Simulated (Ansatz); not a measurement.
Magnetovolume behaviour of GdCd (Pm-3m)

```
Gd Cd
1.0
     3.75959    0.00000    0.00000
     0.00000    3.75959    0.00000
     0.00000    0.00000    3.75959
Gd Cd
1 1
Cartesian
  1.8798 1.8798 1.8798
  0.0000 0.0000 0.0000
```

The reference geometry is a structure from the Materials Project; nothing is relaxed.

Settings: PBEsol, 8×8×8 k mesh, Fermi–Dirac smearing of 0.05 eV. PAW means Ansatz 0.2.0 on its default frozen-core files; LAPW is all-electron LAPW in Ansatz 0.2.0. Site moments are integrated in spheres about the atoms, whose radii differ between the methods. Start moments of the first PAW run (μB): Gd1 -7.

The cell shown is scaled evenly to other volumes, and every spin-polarised run starts from the same moments.

The search for lower states is left at its default.

```
V/V₀  Å³/atom  M PAW (μB/cell)  M LAPW (μB/cell)  largest site moment, PAW (μB)  P PAW (GPa)  P LAPW (GPa)  F − F(unpolarised), PAW (meV/atom)
0.66    17.54             7.63              7.63                           7.15         49.9          49.9                               -3498
0.74    19.66             7.65                 –                           7.19         27.0             –                               -3577
 0.8    21.26             7.60                 –                           7.19         16.0             –                               -3608
0.86    22.85             7.55              7.55                           7.17          8.3           8.3                               -3624
0.92    24.44             7.50                 –                           7.16          3.0             –                               -3632
0.96    25.51             7.47              7.47                           7.15          0.3           0.3                               -3633
   1    26.57             7.45              7.44                           7.13         -1.9          -1.9                               -3632
1.04    27.63             7.42              7.42                           7.12         -3.6          -3.6                               -3629
 1.1    29.23             7.39              7.38                           7.10         -5.5          -5.5                               -3620
1.25    33.21             7.31                 –                           7.05         -8.1             –                               -3589
```

The moments survive down to the smallest volume, V/V₀ = 0.66 at 50 GPa, where the largest is 7.15 μB.

**Question.** How fast does the largest site moment change with volume about V₀?

**Answer.** d ln m/d ln V ≈ ln(7.121/7.145)/ln(1.04/0.96) = -0.04. A value this small marks a localised or saturated moment.

**Question.** Fit a third-order Birch–Murnaghan equation to the PAW pressures of the magnetic runs between 0.85 and 1.11 V₀. What are the zero-pressure volume and bulk modulus?

**Answer.** V = 25.63 Å³/atom (0.965 V₀), B = 56 GPa, B′ = 4.4, with a worst miss of 0.01 GPa. Cell shape and inner coordinates are held, so these aren't the relaxed crystal's values unless symmetry fixes them.

The PAW files were made with PBE; the program remakes their cores once for the run's functional and then keeps them frozen. Without U a semilocal functional puts the f levels too near the Fermi level, which can change moments and the order of magnetic states; site and cell moments are spin moments.  Spin–orbit coupling is left out although heavy atoms are present. With open f shells a run can end in a state that isn't the lowest. These are results for the start and cell typed. The real compound can order otherwise, in a larger cell, or not at all, since semilocal functionals at zero temperature often overstate magnetism.
